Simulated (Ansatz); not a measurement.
# HfB: what relativity and spin–orbit coupling change

```yaml
crystal:
  lattice:
    - [0.00000, 2.31000, 2.31000]
    - [2.31000, 0.00000, 2.31000]
    - [2.31000, 2.31000, 0.00000]
  atoms:
    - { symbol: Hf, position: [0.50000, 0.50000, 0.50000] }
    - { symbol: B, position: [0.00000, 0.00000, 0.00000] }
```

Atoms are numbered in the order listed.

The cell comes from COD entry 1511179, which wasn't checked; take it as a given geometry.

Spin polarisation is left out, and whether a magnetic state lies lower isn't shown here.

One fixed cell is solved with PBE by all-electron LAPW in Ansatz 0.2.0 under different relativistic treatments. Pressure is positive in compression.

Settings: a Γ-centred 15×15×15 k mesh, Fermi–Dirac smearing of 0.05 eV, basis error target 0.25 meV/atom, no spin polarisation.

```csv
setting,P (GPa)
scalar-relativistic,29.88
non-relativistic,?
with spin–orbit coupling,?
"scalar-relativistic, point nuclei",29.87
"scalar-relativistic, inner shells corrected to Dirac",29.93
```

Question: Fill in "P (GPa)" for the row "non-relativistic".

Answer: 42.64.

Question: What belongs in the row "with spin–orbit coupling", column "P (GPa)"?

Answer: 28.94.
